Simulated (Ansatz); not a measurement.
Na:
```xyz
1
Lattice="-2.0266 2.0266 2.0266 2.0266 -2.0266 2.0266 2.0266 2.0266 -2.0266" Properties=species:S:1:pos:R:3 pbc="T T T"
Na     0.0000     0.0000     0.0000
```

Relaxed with LDA. Special points in fractions of this cell's reciprocal vectors: Γ (0.000, 0.000, 0.000); H (0.500, -0.500, 0.500); N (0.000, 0.000, 0.500); P (0.250, 0.250, 0.250).

**Question.** List the band energies nearest the Fermi level at these points for the program Ansatz at the LDA level (PAW).

**Answer.** In eV from the Fermi level; about four levels below and three above (degenerate sets whole), none deeper than 8.9 eV; … stands for higher levels left out; points with the same levels are listed once.

| k | below | above |
|---|---|---|
| Γ | -3.49 | 12.37 12.37 12.37 |
| H | – | 4.79 4.79 … |
| N | – | 0.83 1.33 8.67 |
| P | – | 2.90 2.90 2.90 |

Space group Im-3m (bcc (W type)). The LDA relaxation kept the symmetry of its start.

Potentials: the earlier of the program's two PAW sets. The files were generated under PBE; for other functionals the program regenerates the frozen cores, and for LDA and PBEsol the local potential too.
